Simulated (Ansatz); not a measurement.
CaO:
```
CaO
1.0
    0.00000     2.35368     2.35368
    2.35368     0.00000     2.35368
    2.35368     2.35368     0.00000
Ca O
1 1
Direct
  0.00000   0.00000   0.00000
  0.50000   0.50000   0.50000
```

Cartesian axes are those of the cell as given.

Problem. Give the high-frequency dielectric tensor and the Born effective charge tensors of the independent atoms from DFPT, LDA (plane waves, PAW; program Ansatz).

Solution. 
ε∞:
```
3.88  0.00  0.00
0.00  3.88  0.00
0.00  0.00  3.88
```
Z* of atom 1 (Ca), rows: field, columns: displacement, in e:
```
2.37  0.00  0.00
0.00  2.37  0.00
0.00  0.00  2.37
```
Z* of atom 2 (O), rows: field, columns: displacement, in e:
```
-2.37   0.00   0.00
 0.00  -2.37   0.00
 0.00   0.00  -2.37
```

Space group Fm-3m (rock salt). Symmetry was held in the LDA relaxation.

Potentials: the earlier of the program's two PAW sets. The files were generated under PBE; for other functionals the program regenerates the frozen cores, and for LDA and PBEsol the local potential too.
